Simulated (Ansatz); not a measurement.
GaAs:
```yaml
crystal:
  lattice:
    - [3.34276, 0.00000, 0.00000]
    - [0.00000, 3.34276, 0.00000]
    - [0.00000, 0.00000, 3.34276]
  atoms:
    - { symbol: Ga, position: [0.00000, 0.00000, 0.00000] }
    - { symbol: As, position: [0.50000, 0.50000, 0.50000] }
```

Relaxed with r²SCAN. Special points in fractions of this cell's reciprocal vectors: Γ (0.000, 0.000, 0.000); X (0.000, 0.500, 0.000); M (0.500, 0.500, 0.000); R (0.500, 0.500, 0.500).

### Question
List the band energies nearest the Fermi level at these points for r²SCAN (plane waves, PAW; program Ansatz).

### Answer
In eV from the Fermi level; about four levels below and three above (degenerate sets whole), none deeper than 8.9 eV; … stands for higher levels left out; points with the same levels are listed once.

```json
[
 {"k": "Γ", "below": "-1.86 -0.72 -0.72 -0.72", "above": "5.30 5.30 …"},
 {"k": "X", "below": "-8.64", "above": "1.40 1.40 3.22"},
 {"k": "M", "below": "-5.47 -5.47 -4.77", "above": "2.37 7.49 7.71 7.71"},
 {"k": "R", "below": "-2.13 -0.35 -0.35 -0.35", "above": "…"}
]
```

Space group Pm-3m (CsCl type). A made-up cell: these elements were put on the sites of a structure type; neither database checked (COD, Materials Project) lists it. It is not the phase usual at ambient conditions (space group No. 216). The cell was relaxed with r²SCAN under the symmetry of its start. At this level the phase is mechanically unstable. Spin–orbit coupling is left out wherever it is not named.

Potentials: the earlier of the program's two PAW sets.
